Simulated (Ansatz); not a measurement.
VSi$_{2}$:
```cif
data_Si6V3
_chemical_formula_sum 'V3 Si6'
_space_group_name_H-M_alt 'P6222'
_space_group_IT_number 180
_space_group_name_Hall 'P 62 2 (0 0 4)'
_cell_length_a 4.56562
_cell_length_b 4.56562
_cell_length_c 6.36664
_cell_angle_alpha 90.000
_cell_angle_beta 90.000
_cell_angle_gamma 120.000
loop_
_atom_site_label
_atom_site_type_symbol
_atom_site_symmetry_multiplicity
_atom_site_Wyckoff_symbol
_atom_site_fract_x
_atom_site_fract_y
_atom_site_fract_z
_atom_site_occupancy
V1 V 3 c 0.50000 0.00000 0.00000 1
Si1 Si 6 i 0.16279 0.32558 0.00000 1
```

Relaxed at zero pressure with plane-wave PAW PBE (Ansatz code).

### Question
The volume is lowered by 3 % and shape and atoms relax at that volume. What pressure results, and how do the axes share the change?

### Answer
5.6 GPa; a -1.1 %, b -1.1 %, c -0.8 %; the energy rises by 7 meV/atom.

### Question
Give the new structure.

### Answer

Space group P6₂22 (No. 180); a = 4.516 Å, b = 4.516 Å, c = 6.313 Å, α = 90.00°, β = 90.00°, γ = 120.00°

```csv
atom,site,symmetry,x,y,z
V,3c,222,0.5000,0.0000,0.0000
Si,6i,..2,0.1630,0.3260,0.0000
```

The phase is kept; no other phase was compared at this pressure.

Space group P6_222. The cell was relaxed with PBE under the symmetry of its start. The workflow began spin-polarised and lost its moments.

Potentials: the later of the program's two PAW sets.
